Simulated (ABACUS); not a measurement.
Worked example: self-consistent single point of SnO2 (P4_2/mnm, 6 atoms in the cell; from Materials Project mp-856) in ABACUS.

Computed with PBE, PseudoDojo 0.5 standard norm-conserving PBE (tails mended) pseudopotentials (plane waves; ABACUS).

```xyz
6
Lattice="4.7648 0.0000 0.0000 0.0000 4.7648 0.0000 0.0000 0.0000 3.2075" Properties=species:S:1:pos:R:3 pbc="T T T"
Sn     2.3824     2.3824     1.6038
Sn     0.0000     0.0000     0.0000
O      0.9245     3.8403     1.6038
O      3.8403     0.9245     1.6038
O      3.3069     3.3069     0.0000
O      1.4579     1.4579     0.0000
```

Reference input (self-consistent single point, DFT, PBE, plane waves, PseudoDojo 0.5 standard norm-conserving PBE (tails mended) pseudopotentials): KPT = MP 5 5 7 0 0 0; basis_type = pw; ecutwfc = 84 Ry; smearing_method = gaussian; smearing_sigma = 0.00367493 Ry; potentials = PseudoDojo 0.5 standard norm-conserving PBE (tails mended); symmetry = 1; symmetry_prec = 1e-05; ks_solver = dav_subspace; scf_nmax = 100; scf_thr = 1.0e-09 Ry; mixing_type = broyden. This run's input differs from it in these lines:

```diff
@@ -5,3 +5,3 @@
 pseudo_dir           ./
-ecutwfc              84.0
+ecutwfc              33.6
 symmetry             1
```

Output (repeated stretches shortened):

```
 SELF-CONSISTENT
 -------------------------------------------
                                 init_chg = atomic

 PW ALGORITHM --------------- ION=   1  ELEC=   1--------------------------------

 Density error is 1.38025320483
                          Error Threshold = 0.01
 E_KohnSham     -441.8700215448      -6011.9500683924
 E_Fermi        0.6492814057         8.8339267232

 PW ALGORITHM --------------- ION=   1  ELEC=   2--------------------------------

 Density error is 0.195121552113
                          Error Threshold = 0.00265433308622
 E_KohnSham     -441.9417805527      -6012.9263997823
   [... lines left out ...]

 Density error is 2.58920439198e-09
                          Error Threshold = 1.51910642591e-11
 E_KohnSham     -441.9559135035      -6013.1186884425
 E_Fermi        0.7406696557         10.0773276535

 PW ALGORITHM --------------- ION=   1  ELEC=  10--------------------------------

 Density error is 1.68376835516e-10
                          Error Threshold = 4.97923921534e-12
 E_KohnSham     -441.9559135036      -6013.1186884443
 E_KS(sigma->0) -441.9559134178      -6013.1186872767
 E_entropy(-TS) -0.0000001716        -0.0000023352
 E_Fermi        0.7406743985         10.0773921826
 charge density convergence is achieved
 final etot is -6013.1186884 eV
 EFERMI = 10.077392183 eV

 STATE ENERGY(eV) AND OCCUPATIONS    NSPIN == 1
   [... 33 lines left out ...]

 TOTAL-FORCE (eV/Angstrom)
                       Sn1         0.0000000000         0.0000000000         0.0000000000
                       Sn2         0.0000000000         0.0000000000         0.0000000000
                        O1         0.0476669176        -0.0476669176         0.0000000000
                        O2        -0.0476669176         0.0476669176         0.0000000000
                        O3         0.0476669176         0.0476669176         0.0000000000
                        O4        -0.0476669176        -0.0476669176         0.0000000000

 TOTAL-STRESS (KBAR)
     -5421.3361195477        -0.0000000000         0.0000000000
        -0.0000000000     -5421.3361195477         0.0000000000
         0.0000000000         0.0000000000     -5345.7720487688
 TOTAL-PRESSURE: -5396.148096 KBAR

 --------------------------------------------
 !FINAL_ETOT_IS -6013.1186884442968221 eV
 --------------------------------------------
```

The run converged in 10 iterations. Against the reference run the free energy rises by 13.1 eV/atom, the pressure goes from 6.56 to -539.6 GPa and the largest force goes from 0.018 to 0.067 eV/Å.

This run is one point of a test of settings, so its values need not be converged; read them against the reference run alone. The structure comes from a collection of computed structures, made at another level of theory; the collection holds predicted forms beside known ones.

Cost on one core: about 17 core-seconds (a rough figure).

At a cut-down plane-wave cutoff the stress holds a Pulay term: a spurious tension from the incomplete basis, which lowers the pressure; energies, forces and gaps of such rows are unconverged too.

“Tails mended”: in these copies of the files the far tail of each local potential was reset to the Coulomb form.
